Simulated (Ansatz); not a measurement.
Given:

Ti3Sn:
```cif
data_Sn2Ti6
_chemical_formula_sum 'Ti6 Sn2'
_space_group_name_H-M_alt 'P 1'
_space_group_IT_number 1
_cell_length_a 5.97793
_cell_length_b 5.97793
_cell_length_c 4.73552
_cell_angle_alpha 90.000
_cell_angle_beta 90.000
_cell_angle_gamma 122.687
loop_
_space_group_symop_operation_xyz
  'x, y, z'
loop_
_atom_site_label
_atom_site_type_symbol
_atom_site_fract_x
_atom_site_fract_y
_atom_site_fract_z
_atom_site_occupancy
Ti1 Ti 0.17872 0.82128 0.25000 1
Ti2 Ti 0.82128 0.17872 0.75000 1
Ti3 Ti 0.16865 0.31485 0.25000 1
Ti4 Ti 0.83135 0.68515 0.75000 1
Ti5 Ti 0.31485 0.16865 0.75000 1
Ti6 Ti 0.68515 0.83135 0.25000 1
Sn1 Sn 0.66742 0.33258 0.25000 1
Sn2 Sn 0.33258 0.66742 0.75000 1
```

This is the r²SCAN-relaxed structure.

Problem. All from DFT-r²SCAN in the program Ansatz with PAW potentials, unless another level is named. Estimate the density of states at the Fermi level.

Solution. 0.84 states/eV per atom (mean over ±0.08 eV).

Problem. And the formation energy from the elements (no fitted shifts)?

Solution. -0.32 eV/atom.

Space group Cmcm. The workflow started from a Materials Project entry (that database holds measured and hypothetical structures alike); the Crystallography Open Database copy checked does not list it. With Ti and Sn taken as one species the cell has the higher symmetry Cmcm, so it may be an ordered model of a mixed-site phase. Whether it is the stable phase at ambient conditions was not checked. The r²SCAN relaxation kept the symmetry of its start; its stability against distortions is not shown here. The run is not spin-polarised. The references are the lowest solids computed at this level, not always the standard phases. Spin–orbit coupling is left out wherever it is not named.

Potentials: the later of the program's two PAW sets.
